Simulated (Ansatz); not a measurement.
Crystals of one structure type (rock salt), relaxed and computed with LDA in the plane-wave PAW code Ansatz.

| crystal | a (Å) | gap (eV) | Θ_D (K) | B₀ by P(V) fit (GPa) | highest Γ mode, no LO–TO term (cm⁻¹) | ε0 |
|---|---|---|---|---|---|---|
| LiH | 3.910 | 2.54 | 1240 | 40.6 | 648 | 14.4 |
| LiF | 3.909 | 9.70 | 782 | 86.8 | 339 | 8.22 |
| LiCl | 4.964 | 6.48 | 459 | 40.8 | 228 | 10.4 |
| LiBr | (withheld) | (withheld) | (withheld) | (withheld) | (withheld) | (withheld) |

Problem. What belongs in the gaps?

Solution. 
- LiBr, a (Å): 5.310
- LiBr, gap (eV): 5.14
- LiBr, Θ_D (K): 296
- LiBr, B₀ by P(V) fit (GPa): 33.3
- LiBr, highest Γ mode, no LO–TO term (cm⁻¹): 196
- LiBr, ε0: 11.6

All cells were relaxed under the symmetry of their starts (and spin orders); stability against distortions was not tested throughout. Spin–orbit coupling is left out wherever it is not named.

Potentials: the later of the program's two PAW sets.
